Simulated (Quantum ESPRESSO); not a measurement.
**Kohn-Sham bands of CaO (rock salt)**

```xyz
2
Lattice="0.0000 2.4036 2.4036 2.4036 0.0000 2.4036 2.4036 2.4036 0.0000" Properties=species:S:1:pos:R:3 pbc="T T T"
Ca     0.0000     0.0000     0.0000
O      2.4036     2.4036     2.4036
```

Structure: Materials Project mp-2605, symmetrised, not relaxed again. COD (Crystallography Open Database) has an entry of this formula and space group (matched by these alone). Level: PBEsol, no spin polarisation, no spin-orbit coupling; pw.x of Quantum ESPRESSO at 68 Ry with PseudoDojo potentials, 12×12×12 k-points, Wannier90. Density: 12×12×12 mesh, cold smearing 0.01 Ry.

Problem. List the Kohn-Sham levels between −8 and 6.6 eV relative to the valence-band maximum at the high-symmetry points, as a band run of pw.x on that density gives them (levels within 2 meV counted together).

Solution. 
```csv
point,k (reciprocal lattice),levels (eV)
Γ,0.000 0.000 0.000,"0.00 (×3), 4.59, 6.21 (×3)"
X,0.500 0.000 0.500,"-1.32, -0.38 (×2), 3.56"
U,0.625 0.250 0.625,"-1.35, -1.23, -0.79, 5.08"
K,0.375 0.375 0.750,"-1.35, -1.23, -0.79, 5.08"
L,0.500 0.500 0.500,"-2.67, -1.20 (×2)"
W,0.500 0.250 0.750,"-1.29, -1.07 (×2), 6.27 (×2)"
```
